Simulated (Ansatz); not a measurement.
CoSi (P2_13), relaxed with PBEsol (Ansatz, a program for electronic structure, plane waves, PAW): a = b = c = 4.386 Å, α = β = γ = 90.00°.

- ΔH_f (eV/atom): -0.73
- B₀ by P(V) fit (GPa): 240
- K_Hill (GPa): 241
- G_Hill (GPa): 128
- highest Γ mode, no LO–TO term (cm⁻¹): 437
- Θ_D (K): 653

**Question.** The same phase is relaxed and computed with LDA in the same code. What are the cell and these values now?

**Answer.** a = 4.350 Å, b = 4.350 Å, c = 4.350 Å, α = 90.00°, β = 90.00°, γ = 90.00°.

- ΔH_f (eV/atom) = -0.77
- B₀ by P(V) fit (GPa) = 253
- K_Hill (GPa) = 254
- G_Hill (GPa) = 133
- highest Γ mode, no LO–TO term (cm⁻¹) = 444
- Θ_D (K) = 664

All cells were relaxed under the symmetry of their starts (and spin orders); stability against distortions was not tested throughout. Rows with no word on spin ran without spin polarisation.

Potentials: the later of the program's two PAW sets.

Ansatz is a plane-wave DFT program.

Formation energies count from the lowest solids of the elements computed at the same level, not from gases.
